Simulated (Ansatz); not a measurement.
Relaxed structures of P2W for which phonons were computed (DFPT at Γ and, for small cells, zone-boundary points). All values below come from PBEsol (plane waves to 420 eV, PAW, scalar-relativistic; Ansatz, a quantum-chemistry and plane-wave program).

| structure | E − E(Cmc2₁, oS12) (eV/atom) | V (Å³/atom) |
|---|---|---|
| I4/mmm, tI6, AFLOW prototype AB2_tI6_139_a_e (C11_b, as in Si2Mo) | 0.36 | 13.40 |
| P-3m1, hP3, AFLOW prototype AB2_hP3_164_a_d (C6, as in CdI2) | 0.23 | 14.30 |
| P4₂/mnm, tP6 | 0.41 | 18.38 |

### Question
Which of them are dynamically unstable at the sampled points?

### Answer
- I4/mmm, tI6, AFLOW prototype AB2_tI6_139_a_e (C11_b, as in Si2Mo): unstable, lowest mode about 90i cm⁻¹
- P-3m1, hP3, AFLOW prototype AB2_hP3_164_a_d (C6, as in CdI2): nothing beyond 15i cm⁻¹
- P4₂/mnm, tP6: nothing beyond 15i cm⁻¹

The lowest structure calculated, Cmc2₁, oS12, is not among these; it lies 0.23 eV/atom below the lowest of them. Each run could gain symmetry but not lose that of its start, so entries can be saddle points. All of these are generated cells (placed on structure types, drawn at random, substituted or restacked) that were not matched to a known phase here. Energies are at zero temperature and pressure, without zero-point motion. No spin polarisation in the result.
